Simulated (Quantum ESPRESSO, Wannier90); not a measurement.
**Wannierisation of GeTe (R3m)**

```
begin unit_cell_cart
ang
   -2.0944950528    3.6277718476    0.0000000000
   -4.1889901056    0.0000000000    0.0000000000
   -2.0944950528    1.2092572825    3.6790270000
end unit_cell_cart
begin atoms_frac
Ge  -0.0077700000 -0.0077700000  0.0233100000
Te  -0.4712230000 -0.4712230000  0.4136690000
end atoms_frac
```

Structure: Materials Project mp-938, symmetrised, not relaxed again. COD (Crystallography Open Database) has the formula in 3 space groups, this one among them (matched by group alone). Computed values, not measurements, from PBEsol: Quantum ESPRESSO (norm-conserving PseudoDojo potentials, cutoff 66 Ry, no spin polarisation, no spin-orbit coupling) on a Γ-centred 10×10×10 mesh, then Wannier90. Density: 10×10×10 mesh, cold smearing 0.01 Ry. The cell is built of weakly bound layers, chains or molecules, whose nearest atoms lie 3.30 Å apart. Database cells relaxed without dispersion often hold them too far apart, which can enlarge gaps and weakens couplings between them; spacing and stacking were not compared with the measured crystal. Spin-orbit coupling is left out although heavy elements are present.

Bands 11-15 form an isolated set from -12.98 to -0.20 eV relative to the valence-band maximum (on the path) and are turned into 5 Wannier functions by minimising the spread from the start: SCDM (isolated).

### Question
Where do the functions sit, how wide are they and what are they made of?

### Answer
```
functions  spread (Å²)  nearest atom, distance (Å)  second atom, distance (Å)              weight on atomic waves
---------  -----------  --------------------------  -------------------------  ----------------------------------
3                 3.41                     Te 0.93                    Ge 1.89  Te 5p 51 %, Ge 4p 29 %, Te 5s 17 %
1                 3.64                     Te 0.65                    Ge 2.89  Te 5p 46 %, Te 5s 37 %, Ge 4p 16 %
1                 3.64                     Ge 0.22                    Te 2.93               Ge 4s 88 %, Ge 4p 9 %
```

Ω_I = 15.80 Å², Ω_total = 17.51 Å²; the interpolated bands follow pw.x to 9.5 meV rms on the path. It is the lowest total spread that any start reached here.
